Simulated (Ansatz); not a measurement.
The elements of this relaxed trial crystal are hidden behind letters.

```
lattice vectors (Å)
   3.7124    0.0000    0.0000
   0.0000    3.7124    0.0000
   0.0000    0.0000    6.9333
fractional positions
X 0.5000 0.0000 0.9999
X 0.0000 0.5000 0.9999
X 0.5000 0.5000 0.3764
Z 0.0000 0.0000 0.6213
Q 0.5000 0.5000 0.7457
Q 0.0000 0.0000 0.2568
```

Computed with Ansatz 0.2.0, DFT PBE, scalar-relativistic, plane waves, PAW. Cutoff 420 eV, Γ-centred 10×10×6 mesh (6-atom cell), Gaussian smearing of 0.10 eV, no spin polarisation.

- Space group: P4mm (No. 99)
- Conventional cell: a = 3.712 Å, c = 6.933 Å
- Volume per atom: 15.93 Å³
- Density: 5.59 g/cm³
- Energy over the elements: −0.42 eV/atom
- Gap on the 10×10×6 mesh of the 6-atom cell: 0 eV (a metal)

Energies are uncorrected and count from the elements' standard states at the same level.

Problem. X is a p-block element of period 3, Z is a p-block element of period 3 and Q is a d-block element of period 5. Which elements are they?

Solution. X = Al, Z = Si, Q = Pd, so the formula is Al3SiPd2. Density times volume gives a mean mass of 5.59 × 15.93/1.6605 = 53.6 u per atom, and this set has 53.6 u. Al on a site of symmetry 2mm has 4 Pd at 2.56–2.57 Å, 4 Al at 2.63 Å, 2 Al at 3.20 Å and 2 Si at 3.22 Å; around Si lie 1 Pd at 2.53 Å, 4 Pd at 2.76 Å and 8 Al at 3.13–3.22 Å; Pd on its first site has 5 Al at 2.56 Å and 4 Si at 2.76 Å; 2 more sites not described. Other sets within the hints have nearly the same mass, so mass alone doesn't settle it; this one was computed.

Symmetry constrained the relaxation, so the result can be a saddle point.
